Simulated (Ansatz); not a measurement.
A generated cell, in the space group of a known form (sites not compared), of TePt: P6₃/mmc (No. 194), hP4, NiAs type; a = b = 4.242 Å, c = 5.619 Å, α = β = 90.00°, γ = 120.00°; Pt 2a (0.000, 0.000, 0.000); Te 2c (0.333, 0.667, 0.250). Method: r2SCAN (plane waves to 500 eV, PAW, scalar-relativistic; Ansatz, a quantum-chemistry and plane-wave program). Element references, the lowest calculated here: Pt (Fm-3m), Te (P3₁21).

Total energies (eV/atom, σ → 0; comparable only within this code, potentials and settings):

```csv
phase,E (eV/atom)
TePt (P6₃/mmc),-9765.992
Pt (Fm-3m),-12536.789
Te (P3₁21),-6994.823
```

Q: What is the formation energy of this P6₃/mmc form of TePt from the elements?

A: E_f = -9765.992 − [1 × (-6994.823) + 1 × (-12536.789)] / 2 = -0.19 eV/atom (-0.4 eV per formula unit).

A lower structure of this composition may exist.

Static energies, no anion corrections, no zero-point energy. Values are rounded to 0.01 eV/atom. Not shown to be the ambient phase of their composition (a lower form may be missing, and a cell relaxed within its start's symmetry can be a saddle point): TePt (P6₃/mmc). Spin-orbit coupling is missing from these energies, which matters for elements this heavy. The compounds carry no spin polarisation.
